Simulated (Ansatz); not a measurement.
Cu5H8C2I4N2O4: checking a database structure before trusting its electric field gradients

The cell is a refined structure from the COD.

```cif
data_Cu5H8C2I4N2O4
_symmetry_space_group_name_H-M 'P-1'
_symmetry_Int_Tables_number 2
_cell_length_a 7.1656
_cell_length_b 7.2939
_cell_length_c 8.7309
_cell_angle_alpha 79.440
_cell_angle_beta 80.334
_cell_angle_gamma 73.150
loop_
_atom_site_label
_atom_site_type_symbol
_atom_site_symmetry_multiplicity
_atom_site_Wyckoff_symbol
_atom_site_fract_x
_atom_site_fract_y
_atom_site_fract_z
Cu1 Cu 2 i 0.1637 0.5200 0.5883
Cu3 Cu 2 i 0.3615 0.1385 0.5439
Cu5 Cu 1 a 0.0000 0.0000 0.0000
H6 H 2 i 0.7400 0.1400 0.1380
H8 H 2 i 0.6700 0.3320 0.0190
H10 H 2 i 0.2590 0.9120 0.1960
H12 H 2 i 0.0780 0.0960 0.2390
C C 2 i 0.3077 0.8875 0.5450
I16 I 2 i 0.3183 0.2504 0.8194
I18 I 2 i 0.2259 0.4016 0.3072
N N 2 i 0.2436 0.7615 0.5624
O22 O 2 i 0.1131 0.9662 0.2024
O24 O 2 i 0.7897 0.2381 0.0591
```

One atom of each set is listed.

Method: Kohn–Sham DFT in Ansatz, PBE, plane waves and PAW, scalar-relativistic, 420 eV cutoff, Γ-centred 5×5×4 k-points, Fermi–Dirac smearing 0.05 eV.

(1) Do the atoms and the cell lie near the calculated equilibrium?

Answers

(1) No. The largest force is 7.6 eV/Å, on atom 14 (C: 1 N at 1.12 Å, 1 Cu at 1.98 Å, angle 166°; also 2 Cu at 2.33–3.08 Å), and the pressure is 1.2 GPa. Such values can come from imprecise or misplaced coordinates, missing atoms or a wrong setting of the space group; the run alone doesn't tell which, and gradients calculated on this entry can't be taken for those of the compound at ambient conditions.
